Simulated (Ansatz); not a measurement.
TiSi₂:
```yaml
crystal:
  lattice:
    - [1.75756, -6.67224, 0.00000]
    - [1.75756, 6.67224, 0.00000]
    - [0.00000, 0.00000, 3.55700]
  atoms:
    - { symbol: Ti, position: [0.89755, 0.10245, 0.75000] }
    - { symbol: Ti, position: [0.10245, 0.89755, 0.25000] }
    - { symbol: Si, position: [0.56007, 0.43993, 0.75000] }
    - { symbol: Si, position: [0.43993, 0.56007, 0.25000] }
    - { symbol: Si, position: [0.24964, 0.75036, 0.75000] }
    - { symbol: Si, position: [0.75036, 0.24964, 0.25000] }
```

Relaxed with PBEsol. Special points in fractions of this cell's reciprocal vectors: Γ (0.000, 0.000, 0.000); Y (-0.500, 0.500, 0.000); C0 (-0.267, 0.733, 0.000); Σ0 (0.267, 0.267, 0.000); Z (0.000, 0.000, 0.500); A0 (0.267, 0.267, 0.500); E0 (-0.267, 0.733, 0.500); T (-0.500, 0.500, 0.500); S (0.000, 0.500, 0.000); R (0.000, 0.500, 0.500).

Task: List the band energies nearest the Fermi level at these points for the program Ansatz at the PBEsol level (PAW).

Result: In eV from the Fermi level; about four levels below and three above (degenerate sets whole), none deeper than 8.9 eV; points with the same levels are listed once.

```csv
k,below,above
Γ,-2.53 -2.20 -2.04 -2.02,0.45 0.81 0.83
Y,-2.62 -2.56 -1.90 -1.18,0.37 0.65 0.69
C0,-1.05 -0.79 -0.76 -0.23,1.20 1.44 1.58
Z,-1.66 -1.66 -0.02 -0.02,1.03 1.03 1.54 1.54
A0,-3.36 -3.36 -2.39 -2.39,1.83 1.83 1.92 1.92
T,-2.11 -2.11 -0.89 -0.89,0.56 0.56 1.68 1.68
S,-1.36 -0.66 -0.59 -0.57,1.22 1.51 1.68
R,-3.17 -3.17 -2.51 -2.51,1.79 1.79 1.92 1.92
```

Space group Cmcm. The PBEsol relaxation kept the symmetry of its start. The run is not spin-polarised.

Potentials: the earlier of the program's two PAW sets. The files were generated under PBE; for other functionals the program regenerates the frozen cores, and for LDA and PBEsol the local potential too.
